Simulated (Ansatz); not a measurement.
Start of a relaxation of CoPdC₄N₄:

```
CELL_PARAMETERS angstrom
5.90860 0.00000 0.00000
0.00000 5.90860 0.00000
0.00000 0.00000 5.90860
ATOMIC_POSITIONS crystal
Co 0.00000 0.00000 0.00000
Pd 0.50000 0.50000 0.50000
C 0.18732 0.18732 0.18732
C 0.18732 0.81268 0.81268
C 0.81268 0.18732 0.81268
C 0.81268 0.81268 0.18732
N 0.30164 0.30164 0.30164
N 0.30164 0.69836 0.69836
N 0.69836 0.30164 0.69836
N 0.69836 0.69836 0.30164
```

Method: DFT PBE, scalar-relativistic, plane waves, PAW in Ansatz 0.2.0. Cutoff 420 eV, Gaussian smearing, Γ-centred meshes. Cell and atoms relax first on a coarse mesh and then on a finer one. In between, the cell is made exact in the group found at 0.06 Å. In metals the finer mesh still leaves noise of several meV/atom or more. The steps can't lower the symmetry of their start. Collinear spin, starting moments Co 3.0 μB.

A guess keeps its type if space group and coordination stay and the shape of the cell changes little (axis ratios within about 15 %, angles within 6°); the volume may change.

Q: Does it keep its structure type, or change into something else?

A: It keeps its type. The symmetry stays P-43m (No. 215). The volume per atom grows by 1.9 %, from 20.6 to 21.0 Å³. The shortest distance stays 1.17 Å (C–N). Counting neighbours within 15 % of an atom's shortest distance, the start has C 1, Co 4, N 1, Pd 4 and the end C 1, Co 4, N 1, Pd 4.

Energies over the elements count from the elements' standard structures at the same level (N₂ as a molecule), with no fitted energy shifts.

Q: At what energy does it end?

A: +0.73 eV/atom. It can't be a ground state, since the elements alone are lower.

The last run used collinear spin, a 6×6×6 mesh for its 10-atom cell and Gaussian smearing of 0.10 eV. The reference form of C is held partly by dispersion forces, which this level lacks. Another magnetic order may lie lower. Symmetry constrained the relaxation, so the result can be a saddle point.
